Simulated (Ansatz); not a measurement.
## Tunnel barriers from complex bands

Candidates compared on computed values. The current through a thin insulator falls as exp(−2kd), with k the slowest decay constant of states in the gap.

The yardstick is sapphire. The Fermi level is put at mid-gap. Of the planes computed for each crystal, the one with the slowest decay is listed. Wanted: the thickness for 8 decades of attenuation, and how many decades a 1.5 nm film gains over the reference.

Data:

Levels of theory (Ansatz, a plane-wave PAW program, with an older set of its potentials): plane, in the cell as filed, gap, decay constant k, slowest state: r²SCAN, complex band structure, on cells taken as filed or relaxed beforehand.

Working rules: decades per nm = 2k × 10 Å/ln 10 = 8.686 k; thickness = 8/(decades per nm); extra decades of a 1.5 nm film = 1.5 × (row − reference).

| crystal | plane, in the cell as filed | gap on the mesh (eV) | k at mid-gap (1/Å) | planes computed | slowest state | decades per nm | thickness (nm) | decades beyond the reference |
|---|---|---|---|---|---|---|---|---|
| NaGaGe2O6 (C2/c, mS40) | (110) | 3.28 | 0.287 | 1 | at Γ | 2.493 | 3.21 | −1.4 |
| Na2MoO4 (spinel) | (110) | 4.88 | 0.514 | 3 | at Γ | 4.465 | 1.79 | 1.6 |
| Na2WO4 (spinel) | (110) | 5.61 | 0.494 | 3 | at Γ | 4.291 | 1.86 | 1.3 |
| Li2ZnCl4 (spinel) | (111) | 4.96 | 0.348 | 2 | at Γ | 3.023 | 2.65 | −0.6 |
| sapphire (α-Al2O3), reference | (100) | 6.76 | 0.394 | 1 | at Γ | 3.422 | 2.34 | 0.0 |

Whether these are the forms stable at ambient conditions was not checked: NaGaGe2O6 (C2/c, mS40); Na2MoO4 (spinel); Na2WO4 (spinel); Li2ZnCl4 (spinel). Cells under pressure at the level used (negative: too large): NaGaGe2O6 (C2/c, mS40) −7 GPa, sapphire −7 GPa. Spin–orbit coupling is left out unless named; no shift is given for NaGaGe2O6 (C2/c, mS40), Na2MoO4 (spinel), Na2WO4 (spinel).

Worked example:

For Na2WO4 (spinel), step by step:

1. decades per nm: 8.686 × 0.494 = 4.291
2. thickness: 8/4.291 = 1.86 nm
3. decades beyond the reference: 1.5 × (4.291 − 3.422) = 1.3

Result:

Ranking by decades per nm, highest first: Na2MoO4 (spinel) (4.465 ± 0.27) ≈ Na2WO4 (spinel) (4.291 ± 0.26), sapphire (3.422 ± 0.21), Li2ZnCl4 (spinel) (3.023 ± 0.18), NaGaGe2O6 (C2/c, mS40) (2.493 ± 0.15). The ± follows from allowances picked for this note (decay constant k 6 %), carried to first order and added in quadrature; ≈ joins neighbours closer than their two ± added in quadrature. On this figure 2 of 4 candidates do clearly better than the reference.

Caveats:

The gaps are the functional's own, as a rule smaller than measured ones, and k shrinks with them; planes not computed could decay more slowly; interface matching and symmetry filtering by the electrodes are not included. Where several phases of a formula are at hand, those over 0.1 eV/atom above the lowest were not drawn (by r²SCAN where it compared them, else by the largest value; a layered or molecular lowest phase counts only with a dispersion term); other phases could lie lower still. Crystals of Pb, Bi, Tl or Hg, those whose gap spin–orbit coupling moves by over 0.3 eV, and those of Te, I or Sb with no such test at hand were not drawn. The rows are a sample and no shortlist: familiar crystals first, some related and some not, whatever their agreement with measurement; tables with many equal figures were not kept. Limits of the draw: gap over 1 eV, no layered crystals, primitive or conventional cells alone; no unfamiliar magnets, and cubic perovskites only if shown or known to be stable. As a rule kept out of such tables: 4f compounds, open-shell compounds run without a Hubbard term, cells found unstable in the tests at hand, cells close to a higher symmetry, and runs set to a pressure or over 12 % in volume from the crystal's fullest run.
